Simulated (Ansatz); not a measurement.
Bi:
Space group R-3m, hexagonal axes (No. 166); a = 4.5255 Å, b = 4.5255 Å, c = 11.6486 Å, α = 90.00°, β = 90.00°, γ = 120.00°

| atom | site | symmetry | x | y | z |
|---|---|---|---|---|---|
| Bi | 6c | 3m | 0.0000 | 0.0000 | 0.2367 |
(The calculation used a cell of 2 atoms; values per cell refer to that cell.)

Relaxed with PBEsol.

Question: Decompose the optical modes at the zone centre into irreducible representations, and say which are infrared and Raman allowed.

Answer: Point group -3m: Γ_opt = A1g + Eg. Infrared: none. Raman: A1g, Eg.

Question: Assign frequencies (DFPT, DFT-PBEsol in the program Ansatz with PAW potentials).

Answer: Eg 66, A1g 96 cm⁻¹.

The PBEsol relaxation kept the symmetry of its start; of distortions, only those at the zone centre were tested. As this level gives no gap, phonon frequencies hold no LO–TO term and depend on the k-mesh and smearing (Fermi–Dirac, 0.1 eV here). Axis ratios of metals converge slowly with the k-mesh, so a and c are less sure than the volume. Scalar-relativistic: spin–orbit coupling is off unless named, which matters more the heavier the elements.

Potentials: the earlier of the program's two PAW sets.
